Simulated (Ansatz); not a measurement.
An Ansatz input:

```yaml
crystal:
  lattice:
    - [3.2559664121, 0.0, 0.0]
    - [0.0, 3.2559664121, 0.0]
    - [0.0, 0.0, 3.2559664121]
  atoms:
    - { symbol: In, position: [0.0, 0.0, 0.0] }
hamiltonian:
  xc: blyp
  pseudopotentials:
    kind: paw
    azcp:
      In: "pseudopotentials/In.paw.azcp"
basis:
  ecutwfc: 420
  fft_grid_basis: typed
kpoints:
  mp_grid: { grid: [16, 16, 16], shift: [0, 0, 0] }
magnetization:
  spin_polarized: false
scf:
  occupations: { method: fermi_dirac, width: 0.1 }
output:
  stress: true
```

and its output:

```
Engine: ansatz 0.2.0, aarch64-unknown-linux-gnu
Pseudopotentials: kind: paw
Pseudopotential: In, paw, valence charge 13, recommended cutoff 420 eV (normal) 
Functional definition: BLYP
  parameter beta = 0.0042
  parameter a = 0.04918
  parameter b = 0.132
  parameter c = 0.2533
  parameter d = 0.349
  exchange = b88_x(beta = beta)
  correlation = lyp_c(a = a, b = b, c = c, d = d)
Crystal: 1 atoms, lattice volume = 34.518 Å³
Basis set: ecut = 420 eV, 691 PW (Γ), exchange–correlation on 48×48×48 points (8 copies of the dense FFT grid, shifted against one another)
Bands: 11, of which v1, the nominal top of the filled ones, is band 7 counted from 1 (6 counted from 0)
Symmetry: 48 space group operations
Space group: Pm-3m (ITA 221), of the structure as read, at distance tolerance 3.3e-5 Å
k-points: 165 of 4096
Non-local potential: In, projectors of the file, l = 0: 2, l = 1: 2, l = 2: 2, l = 3: 2
PAW form: soft (Blöchl's): semilocal exchange-correlation on the pseudo side does not see the compensation charge
PAW frozen core: In, regenerated for the run's functional, and the local potential with it (the file was generated under x = pbe(κ = 0.804, μ = 0.2195149727645171), c = pbe(β = 0.06672455060314922))
PAW one-centre angular grid: In, 590 points (default); XC on 64 Gauss nodes
Initial density: superposition of atomic densities (neutral atoms: chi_scale 0, normalization atom), corrected by the library's trained network
Initial wavefunctions: pseudopotential atomic-orbital guess
Functional: x = b88, c = lyp
SCF iter   1: F=—  HF=-5613.801995 eV  |F-HF|=—  |Δ(HF+E_count)|=         —  Δρ=5.05e-3  dr2=7.19e-3  ethr=1.77e-3  ⟨swp⟩=5.1  Hψ=11082  notcnv=0
SCF iter   2: F=—  HF=-5613.800921 eV  |F-HF|=—  |Δ(HF+E_count)|=   1.07e-3  Δρ=3.21e-3  dr2=3.56e-3  ethr=5.53e-5  ⟨swp⟩=1.0  Hψ=3138  notcnv=0
SCF iter   3: F=—  HF=-5613.800655 eV  |F-HF|=—  |Δ(HF+E_count)|=   2.66e-4  Δρ=5.37e-4  dr2=4.69e-5  ethr=2.74e-5  ⟨swp⟩=2.0  Hψ=2649  notcnv=0
SCF iter   4: F=—  HF=-5613.800691 eV  |F-HF|=—  |Δ(HF+E_count)|=   3.62e-5  Δρ=2.86e-4  dr2=1.77e-5  ethr=3.61e-7  ⟨swp⟩=2.0  Hψ=2880  notcnv=0
SCF iter   5: F=—  HF=-5613.800683 eV  |F-HF|=—  |Δ(HF+E_count)|=   8.06e-6  Δρ=3.03e-5  dr2=5.98e-7  ethr=1.36e-7  ⟨swp⟩=2.0  Hψ=2767  notcnv=0
SCF iter   6: F=-5613.800683 eV  HF=-5613.800683 eV  |F-HF|=1.49e-8  |Δ(HF+E_count)|=   1.88e-7  Δρ=8.21e-6  dr2=4.19e-8  ethr=7.69e-10  ⟨swp⟩=4.8  Hψ=5948  notcnv=0
SCF 1 converged in 6 iterations: F = -5613.800683 eV  dr2 = 4.19e-8
SCF converged after 6 iterations
Free energy (F): -5613.800683 eV
Harris-Foulkes:  -5613.800683 eV  (|F-HF|=1.49e-8)
Internal energy: -5613.776116 eV  (E = F + TS)
E sigma→0 (E₀):  -5613.788400 eV
Entropy (-TS):   -0.024567 eV (-24.567 meV/atom)
Fermi energy:    7.234781 eV
--- Per-component energies (eV) ---
  E_band       = -61.644274
  E_kinetic    = 240.426223
  E_local      = -1276.551569  (includes V_loc(G=0)·N_el)
  E_nonlocal   = 363.985322
  E_hartree    = 501.397555
  E_xc         = -213.309051
  E_vxc        = -97.295159  (∫ρ·V_xc dr)
  E_paw        = -4169.224007  (= ΣΔE_a)
  E_vpaw       = -294.997871  (= ΣTr[D̂ρ^β])
  E_aug_tail   = 0.000026  (compensation charges beyond the density's cutoff)
  E_ewald      = -1060.311483
  E_core_change = -0.189132  (= ΣΔE_core)
  E_smearing   = -0.024567  (= −TS)
  E_closure    = 0.000000  (closes the sum)
  Σ components = -5613.800683   (vs F -5613.800683, Δ=0.00e0)
--- Stress (GPa, compression-positive) ---
       -0.595467       0.000000       0.000000
        0.000000      -0.595467       0.000000
        0.000000       0.000000      -0.595467
  P = ⅓ Tr σ = -0.5955 GPa (-5.955 kbar)
```
